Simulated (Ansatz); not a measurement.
# CaMn2P2H4O10: field gradients at two levels of theory

Cell: a computed structure from the Materials Project (it need not be an observed phase).

```
Ca Mn H P O
1.0
     5.40437    0.00000    0.00000
     1.64372    5.45663    0.00000
     2.60008    1.41641    7.64141
Ca Mn H P O
1 2 4 2 10
Direct
  0.24502 0.90055 0.12811
  0.45909 0.40073 0.55496
  0.00709 0.53415 0.97843
  0.97514 0.54849 0.32712
  0.71862 0.78741 0.28146
  0.90056 0.42856 0.70560
  0.09894 0.16582 0.77576
  0.51555 0.23758 0.19725
  0.53631 0.81075 0.75620
  0.36256 0.30130 0.05340
  0.46688 0.97745 0.30397
  0.65166 0.75148 0.91763
  0.62287 0.03715 0.62745
  0.38877 0.44576 0.31330
  0.82121 0.21876 0.12458
  0.63491 0.58112 0.66114
  0.22343 0.85764 0.83765
  0.07903 0.35282 0.73898
  0.90488 0.66961 0.23486
```

Atoms are numbered from 1 in the order listed; like atoms form one site, named after its first atom.

First run. All values are calculated (Ansatz; DFT, PBE, plane waves and PAW, scalar-relativistic, collinear spin, 420 eV cutoff, Γ-centred 5×4×3 k-points, Fermi–Dirac smearing 0.02 eV), not measured. Start moments as typed (μB): 0 -5 5 0 0 0 0 0 0 0 0 0 0 0 0 0 0 0 0 by atom.

| site | atom | V_zz (10²¹ V/m²) | η | m (μB) |
| --- | --- | --- | --- | --- |
| Ca | 1 | -3.10 | 0.17 | 0.00 |
| Mn2 | 2 | 5.44 | 0.56 | -3.95 |
| Mn3 | 3 | -3.95 | 0.92 | 4.11 |
| H4 | 4 | 3.92 | 0.06 | 0.00 |
| H6 | 6 | 2.07 | 0.13 | 0.00 |
| P8 | 8 | -1.05 | 0.81 | 0.00 |
| P9 | 9 | -1.60 | 0.44 | 0.00 |
| O13 | 13 | 9.58 | 0.32 | -0.05 |
| O14 | 14 | 8.85 | 0.44 | -0.03 |
| O15 | 15 | 9.24 | 0.29 | 0.03 |
| O16 | 16 | 9.46 | 0.69 | -0.03 |
| O17 | 17 | 8.16 | 0.42 | 0.02 |
| O18 | 18 | -9.36 | 0.81 | 0.00 |
| O19 | 19 | -11.75 | 0.96 | 0.01 |

Second run. The same atoms and settings, except that a Hubbard term is added (U = 3.9 eV on Mn d).

(1) What does the second run give?

Answers

(1) 

```csv
site,atom,V_zz,η,change of V_zz,m (μB)
Ca,1,-3.07,0.19,+0.03,0.00
Mn2,2,5.41,0.65,-0.03,-4.05
Mn3,3,-4.04,0.85,-0.09,4.19
H4,4,3.92,0.06,0.00,0.00
H6,6,2.06,0.13,-0.01,0.00
P8,8,-1.08,0.73,-0.03,0.00
P9,9,-1.67,0.47,-0.07,0.00
O13,13,9.74,0.31,+0.16,-0.03
O14,14,8.96,0.43,+0.11,-0.01
O15,15,9.30,0.28,+0.06,0.02
O16,16,9.49,0.69,+0.03,-0.01
O17,17,8.15,0.41,-0.01,0.01
O18,18,-9.64,0.80,-0.28,0.00
O19,19,-11.79,0.97,-0.04,0.01
```

The largest change of V_zz is on O18, from -9.36 to -9.64. In per cent, |V_zz| changes by -1 on Ca, -1 to +2 on Mn, 0 on H, +3 to +5 on P, 0 to +3 on O (all sites that start above 0.5). The table leaves out 5 of the 19 sites, with |V_zz| up to 9.65; their tensors move by 0.12 at most along any direction. The statements above cover all sites.

The lattice is static: at room temperature water may turn and average the couplings of its hydrogen. The magnetic order is the one that the run reached from its start moments, not necessarily the measured one.
For the first run: The largest force is 0.5 eV/Å, so the atoms aren't at the calculated equilibrium and relaxing them would move these values.
